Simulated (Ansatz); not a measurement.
Cs2SnI6 (K2PtCl6 type, space group Fm-3m)

```yaml
crystal:
  lattice:
    - [0.00000, 6.01654, 6.01654]
    - [6.01654, 0.00000, 6.01654]
    - [6.01654, 6.01654, 0.00000]
  atoms:
    - { symbol: Cs, position: [0.25000, 0.25000, 0.25000] }
    - { symbol: Cs, position: [0.75000, 0.75000, 0.75000] }
    - { symbol: Sn, position: [0.00000, 0.00000, 0.00000] }
    - { symbol: I, position: [0.75807, 0.24193, 0.24193] }
    - { symbol: I, position: [0.24193, 0.75807, 0.75807] }
    - { symbol: I, position: [0.24193, 0.75807, 0.24193] }
    - { symbol: I, position: [0.75807, 0.24193, 0.75807] }
    - { symbol: I, position: [0.24193, 0.24193, 0.75807] }
    - { symbol: I, position: [0.75807, 0.75807, 0.24193] }
```

The slice is a {100} plane (indices of the conventional cell) through the point (0.750, 0.750, 0.750) (fractional), spanned by u = [100] and v = [0 1 -1] in vectors of this cell: u (8.51 Å) and v (8.51 Å, at 90° to u). It covers one period; positions are fractions (u, v).

These are PBE (plane waves to 420 eV, PAW, scalar-relativistic; Ansatz, a quantum-chemistry and plane-wave program) values and carry that method's errors. k mesh 5×5×5. Near the nuclei the fields are pseudised (PAW); where an atom keeps semicore shells as valence, they peak there. Cs2SnI6 was relaxed with its symmetry unable to fall. Spin-orbit coupling is left out, though I is heavy. The relaxed volume of Cs2SnI6 is well above the measured one; the method has no dispersion term.

**Question.** Around which element is the density of the highest valence band (whole band, smooth part) largest on this plane?

**Answer.** I. Mean over a disc round each atom, of radius 0.45 times the shortest bond: I 0.028, Cs 0.000 e/Å³.

**Question.** Around which element is the density of the lowest conduction band (whole band as if filled, smooth part) largest on this plane?

**Answer.** I. Mean over a disc round each atom, of radius 0.45 times the shortest bond: I 0.001, Cs 0.000 e/Å³.

**Question.** Predict the map of the density of the highest valence band (whole band, smooth part) on the slice.

**Answer.** 
```
|00000000002489510159842000000000|
|00000000001369853589631000000000|
|00000000001247999997421000000000|
|00000000000124688864210000000000|
|00000000000012344432100000000000|
|00000000000001122211000000000000|
|00000000000000000000000000000000|
|00000000000000000000000000000000|
|00000000000000000000000000000000|
|22110000000000000000000000000112|
|44321000000000000000000000001234|
|88642100000000000000000000012468|
|99974210000000000000000000124799|
|35896310000000000000000000136985|
|01598420000000000000000000248951|
|00398420000000000000000000248930|
|01598420000000000000000000248951|
|35896310000000000000000000136985|
|99974210000000000000000000124799|
|88642100000000000000000000012468|
|44321000000000000000000000001234|
|22110000000000000000000000000112|
|00000000000000000000000000000000|
|00000000000000000000000000000000|
|00000000000000000000000000000000|
|00000000000001122211000000000000|
|00000000000012344432100000000000|
|00000000000124688864210000000000|
|00000000001247999997421000000000|
|00000000001369853589631000000000|
|00000000002489510159842000000000|
|00000000002489300039842000000000|
```
Scale: ten equal steps from 0.000 (start of '0') to 0.039 (end of '9'), in the order '0123456789'. Values: density of the highest valence band (whole band, smooth part) in e/Å³. The map has 32 points along u (one character each, u = 0 at the left) and 32 along v (v = 0 in the bottom row).
